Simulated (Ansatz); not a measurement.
Geometry optimisation in Ansatz: input, command and trajectory.

```yaml
crystal:
  lattice:
    - [-3.9264050406, -4.0038872381, 0.0127342617]
    - [0.0033456114, 3.9878073651, 3.9881776617]
    - [-3.8807563257, 3.9709727849, -3.9746886929]
  atoms:
    - { symbol: Ni, position: [0.8242901611, 0.162379196, 0.6707236364], spin: 0.37 }
    - { symbol: Cu, position: [0.8408494543, 0.6697393053, 0.6596990477] }
    - { symbol: Cu, position: [0.1723640691, 0.8343125457, 0.3396457898] }
    - { symbol: Rh, position: [0.4969983509, 0.9956006224, 0.9817350722], spin: 0.2 }
    - { symbol: Rh, position: [0.3335595588, 0.1573760213, 0.6668119919], spin: 0.27 }
    - { symbol: Ir, position: [0.3342862658, 0.6789760675, 0.6682592076], spin: 0.26 }
    - { symbol: Au, position: [0.9996700956, 0.9972850942, 0.9946737965] }
    - { symbol: Au, position: [0.665370983, 0.3315543326, 0.3392798298] }
    - { symbol: Au, position: [0.1606567905, 0.3299670415, 0.3503822216] }
    - { symbol: Au, position: [0.502080921, 0.4991779031, 0.9857734997] }
    - { symbol: Au, position: [0.9978064594, 0.4975389078, 0.9920703599] }
    - { symbol: Au, position: [0.6656347639, 0.83282607, 0.341416883] }
  symmetry: { detect: false }
basis:
  ecutwfc: 420
kpoints:
  mp_grid: { grid: [4, 4, 3] }
hamiltonian:
  xc: pbe
scf:
  occupations: { method: gaussian, width: 0.1 }
  lower_state_search: "off"
output:
  forces: true
  stress: true
  eigenvalues: true
  populations: true
magnetization:
  spin_polarized: true
relax:
  adjacent_minimum: "off"
  f_tol: 0.04
  max_steps: 25
  cell: { stress_tol: 0.3 }
```

```bash
ansatz run input.yaml --threads 4 --pin off --max-ram 9216MiB --backend cpu --events-out ev --progress --plain --runs-dir out
```

The calculation used DFT PBE, scalar-relativistic, plane waves, PAW (Ansatz 0.2.0).

Of 4 frames 3 are shown, positions in Å and forces in eV/Å; the SCF threshold varies from step to step. Steps run on the plane waves of an earlier cell, with a Pulay correction in the pressure. The basis is chosen afresh for the last frame, the zero of the energies, and at times for earlier ones too; energy and pressure can step there, also at an unchanged geometry. Where two frames share a geometry here, they differ by under 2 meV/atom and 0.3 GPa.

```xyz
12
Lattice="-3.9264 -4.0039 0.0127 0.0033 3.9878 3.9882 -3.8808 3.9710 -3.9747" Properties=species:S:1:pos:R:3:forces:R:3 pbc="T T T" step=1 free_energy_over_end_meV_per_atom=0.46 pressure_GPa=0.44
Ni   -5.8389    0.0106   -2.0078   -0.0017    0.0116   -0.0266
Cu   -5.8594    1.9238    0.0596    0.0105   -0.0094    0.0077
Cu   -1.9921    3.9857    1.9796    0.0309    0.0004   -0.0043
Rh   -5.7580    5.8788    0.0749    0.0575   -0.1000    0.1071
Rh   -3.8969    1.9399   -2.0185   -0.0034   -0.0703   -0.0429
Ir   -3.9036    4.0228    0.0560   -0.0451    0.0776    0.0706
Au   -7.7819    3.9242    0.0366   -0.0203    0.0301   -0.0315
Au   -3.9281    0.0054   -0.0178   -0.0048    0.0063    0.0125
Au   -1.9894    2.0640   -0.0746    0.0326   -0.0080    0.0124
Au   -5.7953    3.8948   -1.9209   -0.0563    0.0476   -0.0622
Au   -7.7661    1.9285   -1.9462    0.0116    0.0178   -0.0302
Au   -3.9357    2.0118    1.9729   -0.0116   -0.0036   -0.0125
12
Lattice="-3.9529 -4.0114 0.0179 0.0034 3.9901 3.9874 -3.8935 3.9704 -3.9710" Properties=species:S:1:pos:R:3:forces:R:3 pbc="T T T" step=2 free_energy_over_end_meV_per_atom=0.18 pressure_GPa=-0.56
Ni   -5.8718    0.0024   -2.0011   -0.0048    0.0012   -0.0106
Cu   -5.8911    1.9183    0.0655    0.0023    0.0032   -0.0032
Cu   -1.9973    3.9848    1.9819    0.0093   -0.0002   -0.0029
Rh   -5.7764    5.8642    0.0942   -0.0125   -0.0032   -0.0179
Rh   -3.9135    1.9303   -2.0151   -0.0061    0.0336    0.0073
Ir   -3.9245    4.0271    0.0675   -0.0134   -0.0095   -0.0292
Au   -7.8232    3.9210    0.0385   -0.0108   -0.0178    0.0041
Au   -3.9512    0.0022   -0.0135    0.0089   -0.0074   -0.0036
Au   -1.9949    2.0649   -0.0721   -0.0310    0.0256   -0.0108
Au   -5.8268    3.8997   -1.9257    0.0590   -0.0063    0.0319
Au   -7.8023    1.9235   -1.9412   -0.0121   -0.0216    0.0296
Au   -3.9601    2.0110    1.9748    0.0112    0.0023    0.0055
12
Lattice="-3.9502 -4.0059 0.0183 0.0035 3.9840 3.9812 -3.8913 3.9658 -3.9664" Properties=species:S:1:pos:R:3:forces:R:3 pbc="T T T" step=4 free_energy_over_end_meV_per_atom=0.00 pressure_GPa=0.02
Ni   -5.8685    0.0029   -1.9998   -0.0012   -0.0022   -0.0053
Cu   -5.8864    1.9157    0.0645    0.0034    0.0004    0.0006
Cu   -1.9949    3.9795    1.9782    0.0079    0.0027   -0.0029
Rh   -5.7749    5.8565    0.0916   -0.0134    0.0051   -0.0044
Rh   -3.9114    1.9301   -2.0129    0.0016    0.0123    0.0100
Ir   -3.9226    4.0213    0.0652   -0.0031   -0.0138   -0.0055
Au   -7.8197    3.9151    0.0370   -0.0046   -0.0055   -0.0037
Au   -3.9467    0.0013   -0.0133    0.0030   -0.0003   -0.0019
Au   -1.9951    2.0639   -0.0728   -0.0078    0.0132   -0.0081
Au   -5.8205    3.8944   -1.9223    0.0091   -0.0118    0.0128
Au   -7.7987    1.9204   -1.9378    0.0046    0.0000    0.0064
Au   -3.9557    2.0076    1.9725    0.0007    0.0000    0.0023
```

Time: 5 min on 4 threads of Arm Neoverse V1, on a shared host, peak memory 1.4 GiB.

The k mesh is coarse. Spin-orbit coupling is left out, which matters for the bands of heavy elements.